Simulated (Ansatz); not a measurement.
Relaxed-ion elastic tensor of BAs (wurtzite, P6_3mc) in GPa (Voigt order), DFT-r²SCAN in the program Ansatz with PAW potentials; density 5.21 g/cm³, 13.66 Å³ per atom.

```csv
,1,2,3,4,5,6
1,346,53.7,21.1,0.0,0.0,0.0
2,53.7,346,21.1,0.0,0.0,0.0
3,21.1,21.1,389,0.0,0.0,0.0
4,0.0,0.0,0.0,116,0.0,0.0
5,0.0,0.0,0.0,0.0,116,0.0
6,0.0,0.0,0.0,0.0,0.0,146
```

Problem. Is the crystal mechanically stable?

Solution. Yes: the smallest eigenvalue of C is 116 GPa.

Problem. Work out the Voigt, Reuss and Hill averages.

Solution. K_V = 141, K_R = 141, K_H = 141; G_V = 141, G_R = 137, G_H = 139 GPa.

Problem. Give Young's modulus, Poisson's ratio, Pugh's ratio and the universal anisotropy index.

Solution. E = 9KG/(3K + G) = 314 GPa; ν = 0.13; K/G = 1.01 (brittle by the Pugh limit of 1.75); A_U = 5G_V/G_R + K_V/K_R − 6 = 0.14.

Problem. Estimate the sound speeds and the Debye temperature.

Solution. v_l = √((K + 4G/3)/ρ) = 7920 m/s, v_t = √(G/ρ) = 5170 m/s, mean 5670 m/s; Θ = (h/k)(3n/4πV)^(1/3) v_m = 706 K.

Problem. Solve the Christoffel equation for the three sound speeds along x, y, z.

Solution. Eigenvalues of C_ijkl n_j n_l equal ρv² (piezoelectric stiffening left out). In km/s, slowest first: x 4.72, 5.29, 8.14; y 4.72, 5.29, 8.14; z 4.72, 4.72, 8.64.

Problem. How much does each axis shrink under pressure?

Solution. Linear compressibilities β_i = Σ_j S_ij (j = 1 to 3): x 2.4, y 2.4, z 2.3 per TPa.

The first step of the workflow began from a Materials Project structure, measured or hypothetical; the Crystallography Open Database copy checked does not list it. It is not the phase usual at ambient conditions (space group No. 216). Symmetry was held in the r²SCAN relaxation; whether a distortion lowers the energy is not shown.

Potentials: the earlier of the program's two PAW sets. The files were generated under PBE; for other functionals the program regenerates the frozen cores, and for LDA and PBEsol the local potential too.
